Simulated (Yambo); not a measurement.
Yambo run on RuP2 (space group Pnnm, No. 58). The wavefunctions are norm-conserving PBEsol (Quantum ESPRESSO, 84 Ry, scalar-relativistic) ones on a 2×2×4 mesh (26 occupied bands); a = 5.110 Å, b = 5.900 Å, c = 2.898 Å, α = β = γ = 90.00°.

Yambo input:

```
rim_cut
gw0
dyson
el_el_corr
HF_and_locXC
ppa
em1d
RandQpts= 1000000
RandGvec= 1 Ry
EXXRLvcs= 84 Ry
VXCRLvcs= 336 Ry
Chimod= "HARTREE"
% BndsRnXp
 9 | 171 |
%
NGsBlkXp= 8 Ry
% LongDrXp
 1.0 | 1.0 | 1.0 |
%
PPAPntXp= 27.2114 eV
% GbndRnge
 1 | 69 |
%
GTermKind= "BG"
DysSolver= "n"
ExtendOut
% QPkrange
 2 | 2 | 27 | 27 |
 6 | 6 | 26 | 27 |
%
```

k points by index: 2 = (0, 0, 0.25), 6 = (0, -0.5, -0.5).

Resulting energies as the program prints them:

```
#    K-point    Band    Eo [eV]    E [eV]    E-Eo [eV]    Vxc [eV]    Vnlxc [eV]    Sc|Eo [eV]    Sc|E [eV]    dSc/dw|Eo [eV]    Re(Z)    Im(Z)
#
    2    27    0.480510    0.969517    0.489007    -18.25162    -15.21361    -2.413479    -2.549004    -7.540584    0.783015    -0.001360
    6    26    0.000000    -0.237393    -0.237393    -13.15944    -14.95447    1.498578    1.557635    -6.767729    0.800825    -0.001166
    6    27    1.320833    1.986759    0.665926    -20.16225    -15.81740    -3.487007    -3.678924    -7.840923    0.776305    -0.001627
```
(The two width columns are left out.) Convergence of these settings isn't established.

Spin-orbit coupling is not included.

Geometry of the Materials Project entry, not relaxed at this level.
